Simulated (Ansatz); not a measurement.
## Zone-centre phonons of Si: input and output

All numbers below come from Ansatz 0.2.0, DFT LDA, scalar-relativistic, plane waves, PAW.

Launched with:
```bash
ansatz run input.yaml --threads 1 --pin off --max-ram 3072MiB --backend cpu --events-out ev --progress --plain --runs-dir out
```

Input (bare energies are in eV):
```yaml
crystal:
  lattice:
    - [0.0, 2.7009841725, 2.7009841725]
    - [2.7009841725, 0.0, 2.7009841725]
    - [2.7009841725, 2.7009841725, 0.0]
  atoms:
    - { symbol: Si, position: [0.75, 0.75, 0.75] }
    - { symbol: Si, position: [0.5, 0.5, 0.5] }
basis:
  ecutwfc: 420
kpoints:
  mp_grid: { grid: [12, 12, 12] }
hamiltonian:
  xc: lda
scf:
  occupations: { method: fixed }
output:
  eigenvalues: true
phonons:
  method: dfpt
  dielectric: true
  rigid_motions: translations
  raman: true
  eigenvectors: true
```

The end of the output:
```
--- Phonons (Γ-DFPT): 1 representative perturbation + reference, on 280 of 1728 k-points (Σ response iterations 3) ---
  k mesh reduced under 4 symmetry operations, with k and −k counted as one. Each operation leaves every solved perturbation unchanged. A smaller set is not considered because the run solves the response ...
  ASR residual: 7.045e-5 → 0.000e0 eV/Å²; symmetrization residual: 1.776e-14 eV/Å²
  ASR residual per site (eV/Å²): 7.04e-5 7.04e-5
  Γ frequencies (cm⁻¹): 0.00 0.00 0.00 513.02 513.02 513.02
  ε∞ (high-frequency dielectric tensor):
       13.263345     0.000000    -0.000000
        0.000000    13.263345    -0.000000
       -0.000000    -0.000000    13.263345
  ε⁰ (static dielectric tensor: ions relaxed, cell fixed):
       13.263345     0.000000    -0.000000
        0.000000    13.263345    -0.000000
       -0.000000    -0.000000    13.263345
  ε⁰ − ε∞ (ionic part):
        0.000000    -0.000000     0.000000
       -0.000000     0.000000    -0.000000
        0.000000    -0.000000     0.000000
  softest optical mode at Γ: 513.02 cm⁻¹; the repairs (sum rule, projections) moved no ω² at Γ by more than (0.83 cm⁻¹)²
  Born effective charges Z* (e; rows j = field, columns β = displacement):
    site 0:
        -0.00000    0.00000    0.00000
         0.00000    0.00000   -0.00000
         0.00000    0.00000    0.00000
    site 1:
         0.00000   -0.00000   -0.00000
        -0.00000   -0.00000    0.00000
        -0.00000   -0.00000   -0.00000
  Z* charge neutrality: 5.578e-4 e pre-enforcement
  solved inside a basis spanned on kpoints, on 12×12×12 k-points transformed towards the longest dipole: ε∞ is read to err by 4.0e-2, Z* by 4.4e-3 e (field_mesh: kpoints solves on kpoints)
  Raman tensors (in the event stream and the table raman_tensors.tsv): an entry may err by 5.1e-3 Å², one of the second-order susceptibility by 4.6e-19 pm/V (basis, points and sum rule); their sum over the sites missed zero by 3.553e-15 Å² ...
  optical modes at Γ without the LO–TO term, one row a degenerate level:
      ω (cm⁻¹) modes IR ((D/Å)²/amu) static Raman (Å⁴/amu) depolarisation
        513.02      3             0.0000              1806.1806           0.750
  optical modes at Γ + LO–TO along q̂ = [1.0000, 0.0000, 0.0000]:
      ω (cm⁻¹) modes IR ((D/Å)²/amu) static Raman (Å⁴/amu) depolarisation
        513.02      3             0.0000              1806.1806           0.750
  optical modes at Γ + LO–TO along q̂ = [0.0000, 1.0000, 0.0000]:
      ω (cm⁻¹) modes IR ((D/Å)²/amu) static Raman (Å⁴/amu) depolarisation
        513.02      3             0.0000              1806.1806           0.750
  optical modes at Γ + LO–TO along q̂ = [0.0000, 0.0000, 1.0000]:
      ω (cm⁻¹) modes IR ((D/Å)²/amu) static Raman (Å⁴/amu) depolarisation
        513.02      3             0.0000              1806.1806           0.750
```

Time: 2.6 min on 1 thread of Arm Neoverse V1 (shared host), peak memory 0.79 GiB.